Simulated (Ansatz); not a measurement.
Total density of states per atom from plane-wave PAW r²SCAN (Ansatz code), in 0.25 eV bins, energy from the Fermi level:

```csv
E (eV),states/eV/atom
-7.85,0.02
-7.60,0.02
-7.35,0.01
-7.10,0.00
-6.85,0.00
-6.60,0.00
-6.35,0.00
-6.10,0.12
-5.85,0.26
-5.60,0.87
-5.35,0.59
-5.10,0.34
-4.85,0.32
-4.60,0.40
-4.35,0.52
-4.10,1.05
-3.85,1.45
-3.60,1.27
-3.35,1.30
-3.10,1.70
-2.85,1.36
-2.60,2.22
-2.35,0.93
-2.10,0.64
-1.85,0.60
-1.60,0.89
-1.35,0.75
-1.10,0.62
-0.85,0.57
-0.60,0.62
-0.35,0.37
-0.10,0.20
0.15,0.20
0.40,0.15
0.65,0.10
0.90,0.12
1.15,0.16
1.40,0.21
1.65,0.29
1.90,0.33
2.15,0.42
2.40,0.54
2.65,0.71
2.90,0.77
3.15,0.95
3.40,0.85
3.65,0.89
3.90,0.70
4.15,0.75
4.40,0.47
4.65,0.70
```

Task: Pick the material that matches.
(A) Y3SiS2, Immm (Y on 4j, Y on 2d, Si on 2a, S on 4i)
(B) ZrGeS, P4/nmm (Zr on 2c, S on 2c, Ge on 2a)
(C) Y, hcp (Mg type)
(D) YCuAs2, P4/nmm (Y on 2c, Cu on 2b, As on 2a, As on 2c)

Result: D, YCuAs2, P4/nmm (Y on 2c, Cu on 2b, As on 2a, As on 2c). Within 0.5 eV of the Fermi level: As 4p 59 %, Y 4d 18 %, Cu 3d 15 %. Projections are on Löwdin-orthogonalised atomic valence shells; empty p or d shells of many metals are not among them.

The workflow started from a Materials Project entry (that database holds measured and hypothetical structures alike); the Crystallography Open Database files this formula in space group No. 129, but the cells were not matched. Whether it is the stable phase at ambient conditions was not checked. The cell was relaxed with r²SCAN under the symmetry of its start; its stability against distortions is not shown here. No spin polarisation was allowed. Scalar-relativistic: spin–orbit coupling is off unless named, which matters more the heavier the elements.

Potentials: the later of the program's two PAW sets.
